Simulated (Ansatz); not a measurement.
Relaxed-ion elastic tensor of Sn (β-Sn type, space group No. 141) in GPa (Voigt order), r²SCAN in the plane-wave PAW code Ansatz; density 7.15 g/cm³, 27.58 Å³ per atom.

```tsv
	1	2	3	4	5	6
1	78.5	54.9	34.0	0.0	0.0	0.0
2	54.9	78.5	34.0	0.0	0.0	0.0
3	34.0	34.0	83.5	0.0	0.0	0.0
4	0.0	0.0	0.0	27.0	0.0	0.0
5	0.0	0.0	0.0	0.0	27.0	0.0
6	0.0	0.0	0.0	0.0	0.0	31.1
```

Is the crystal mechanically stable?

Yes: the smallest eigenvalue of C is 23.5 GPa.

Work out the Voigt, Reuss and Hill averages.

K_V = 54.0, K_R = 53.7, K_H = 53.9; G_V = 24.8, G_R = 21.9, G_H = 23.4 GPa.

Give Young's modulus, Poisson's ratio, Pugh's ratio and the universal anisotropy index.

E = 9KG/(3K + G) = 61.3 GPa; ν = 0.31; K/G = 2.30 (ductile by the Pugh limit of 1.75); A_U = 5G_V/G_R + K_V/K_R − 6 = 0.67.

Estimate the sound speeds and the Debye temperature.

v_l = √((K + 4G/3)/ρ) = 3450 m/s, v_t = √(G/ρ) = 1810 m/s, mean 2020 m/s; Θ = (h/k)(3n/4πV)^(1/3) v_m = 199 K.

Solve the Christoffel equation for the three sound speeds along x, y, z.

Eigenvalues of C_ijkl n_j n_l equal ρv². In km/s, slowest first: x 1.94, 2.09, 3.31; y 1.94, 2.09, 3.31; z 1.94, 1.94, 3.42.

How much does each axis shrink under pressure?

Linear compressibilities β_i = Σ_j S_ij (j = 1 to 3): x 5.6, y 5.6, z 7.4 per TPa.

Space group I4_1/amd (β-Sn type). Symmetry was held in the r²SCAN relaxation; of distortions, only those at the zone centre were tested. As this level gives no gap, shear constants depend on the k-mesh and smearing (Fermi–Dirac, 0.1 eV here). On the denser mesh and wider smearing of the elastic run this cell carries a stress of 0.5 GPa. Scalar-relativistic: spin–orbit coupling is off unless named, which matters more the heavier the elements.

Potentials: the later of the program's two PAW sets.
